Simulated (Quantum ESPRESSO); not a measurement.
One change at a time to AlAu2Ru2Ta3

Calculated results; nothing here was measured. They come from Quantum ESPRESSO 7.5, a public plane-wave density functional program. Each row is one single-point run on a made-up periodic cell of eight metal atoms, with elements, volume, strain and displacements drawn at random and not relaxed, so a cell may be unstable or far from any real phase. There is no spin polarisation or spin-orbit coupling.

Settings: PBE unless stated; PseudoDojo standard norm-conserving files; Fermi-Dirac width 0.25 eV, which means electrons at about 2900 K; cutoff 1143 eV; 5 x 5 x 4 k mesh shifted half a step off Gamma. E is the free energy of the whole cell (internal energy minus TS), so a -TS column is already part of it. Stress is positive in tension, and the pressure P is minus a third of its trace.

Checks: one run of this series was repeated at a higher cutoff and on a denser mesh, which moved values by no more than 0.006 eV, 0.04 GPa and 0.003 eV/Å, and a second program with other atomic files agreed on it to 2 % rms in force and 0.5 GPa in pressure. Known limits: heavy elements are run without spin-orbit coupling, which real alloys of them have; a spin test at this wide smearing found no moment, but such smearing suppresses magnetism that the real alloy may have.

The lattice is face-centred cubic, and the cell vectors in Å are (2.065, 4.085, 2.065); (2.038, -4.056, 2.036); (2.083, -0.015, -6.184), a volume of 138.03 Å³ in run 1. The elements on sites 1 to 8 are Ru Ta Ru Ta Au Al Au Ta. Each later run makes one change to run 1 and keeps the rest. E is counted from run 1, and is n/a where other atomic files have another zero of energy.

| run | change | V (Å³) | P (GPa) | -TS (eV) | rms force (eV/Å) | largest change of a force component (eV/Å) | E (eV) |
|---|---|---|---|---|---|---|---|
| 1 | none | 138.03 | -9.16 | -1.211 | 0.329 | 0.000 | 0.000 |
| 2 | sites 7 and 8 exchanged | 138.03 | -7.26 | -1.420 | 0.330 | 0.606 | 0.699 |
| 3 | all lengths scaled by -1.21 % | 133.08 | -2.73 | -1.149 | 0.376 | 0.173 | -0.187 |
| 4 | PBEsol in place of PBE | 138.03 | -15.71 | -1.215 | 0.313 | 0.089 | n/a |
| 5 | Nb on site 3 | 138.03 | -1.18 | -1.362 | 0.293 | 0.458 | n/a |
| 6 | site 3 moved by +0.15 Å along y | 138.03 | -8.65 | -1.218 | 0.338 | 0.390 | ? |

## Worked estimate

Along the move dE = -F dx. The force on site 3 along y is -0.124 eV/Å in run 1 and -0.514 eV/Å in run 6, and the move is +0.15 Å, so the mean force times the move gives an estimate.

## Withheld value

Question: what E should run 6 give?

The estimate is 0.048 eV. The calculation gave 0.047 eV.
